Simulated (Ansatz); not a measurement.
Li (bcc (W type)), relaxed with r²SCAN+D4 (Ansatz, a quantum-chemistry and plane-wave program, plane waves, PAW): a = 3.4725 Å, b = 3.4725 Å, c = 3.4725 Å, α = 90.00°, β = 90.00°, γ = 90.00°.

- B₀ by P(V) fit (GPa) = 13.2

Task: The same phase is relaxed and computed with r²SCAN in the same code. What are the cell and these values now?

Result: a = b = c = 3.477 Å, α = β = γ = 90.00°.

B₀ by P(V) fit (GPa): 13.1

All cells were relaxed under the symmetry of their starts (and spin orders); stability against distortions was not tested throughout.

Potentials: the later of the program's two PAW sets.

Ansatz is a plane-wave DFT program.
